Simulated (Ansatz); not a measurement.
# Pressure against volume: NbSi

Space group Fm-3m (No. 225). a = 5.147 Å, b = 5.147 Å, c = 5.147 Å, α = 90.00°, β = 90.00°, γ = 90.00°
```tsv
atom	site	symmetry	x	y	z
Nb	4a	m-3m	0.0000	0.0000	0.0000
Si	4b	m-3m	0.5000	0.0000	0.0000
```

The runs use the primitive cell with vectors (0.000, 2.574, 2.574), (2.574, 0.000, 2.574), (2.574, 2.574, 0.000) Å, to which the k mesh refers.

The structure comes from a relaxation in the same program, started in the rocksalt type, and has space group Fm-3m. Whether it is a known phase or the ground state wasn't checked.

Spin polarisation is left out, and whether a magnetic state lies lower isn't shown here.

Methods: DFT, PBE, all-electron LAPW, scalar-relativistic (Ansatz 0.2.0); DFT, PBE, PAW with Ansatz's default frozen-core files, scalar-relativistic (Ansatz 0.2.0).

For LAPW: a Γ-centred 14×14×14 k mesh, Fermi–Dirac smearing of 0.05 eV, basis error target 1 meV/atom, no spin polarisation. PAW takes a cutoff of 420 eV at this cell. The Ansatz runs share mesh, smearing and spin set-up. Plane-wave (PAW) pressures include the program's estimate of the Pulay term.

The cell above is scaled evenly, with fractional coordinates and shape held.

| V/V(cell) | V (Å³/atom) | P, LAPW (GPa) | P, PAW (GPa) |
| --- | --- | --- | --- |
| 0.9405 | 16.033 | 10.39 | 10.43 |
| 0.9800 | 16.706 | 3.16 | 3.19 |
| 1.0000 | 17.047 | 0.00 | 0.03 |
| 1.0200 | 17.388 | -2.85 | -2.83 |
| 1.0600 | 18.070 | ? | ? |

Q: Fill in the row V/V(cell) = 1.0600.

A: P, LAPW (GPa) = -7.77, P, PAW (GPa) = -7.75.

Q: What do Birch–Murnaghan fits to the pressures give?

A: LAPW: V0 = 17.05 Å³/atom, B0 = 150 GPa, B0′ = 4.0; PAW: V0 = 17.05 Å³/atom, B0 = 150 GPa, B0′ = 4.0.

PAW's V0 lies 0.02 % from the all-electron value and its B0 0.0 %. Symmetry fixes shape and coordinates here, so this is the relaxed modulus.
